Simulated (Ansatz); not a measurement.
**BaVClO3: checking a database structure before trusting its electric field gradients**

The cell is a computed structure from the Materials Project (it need not be an observed phase), taken as it stands.

Space group Pnma (No. 62); a = 10.6534, b = 5.3494, c = 7.5438 Å.

```
site  Wyckoff  site symmetry       x       y       z
  Ba       4c            .m.  0.3069  0.7500  0.5981
   V       4c            .m.  0.5393  0.2500  0.9480
  Cl       4c            .m.  0.1060  0.7500  0.9265
 O13       8d              1  0.0935  0.9936  0.4060
 O17       4c            .m.  0.8593  0.7500  0.2823
```

One atom of each set is listed.

All values are calculated (Ansatz; DFT, PBE, plane waves and PAW, scalar-relativistic, 420 eV cutoff, Γ-centred 2×4×3 k-points, Fermi–Dirac smearing 0.02 eV), not measured.

Q: Do the atoms and the cell lie near the calculated equilibrium?

A: Not quite. The largest force is 1.1 eV/Å, on atom 18 (O: 1 V at 1.65 Å; also 3 Ba at 2.92–3.33 Å), and the pressure is -2.8 GPa. Relaxing the atoms is still advisable, since electric field gradients respond to shifts of a few hundredths of an ångström.
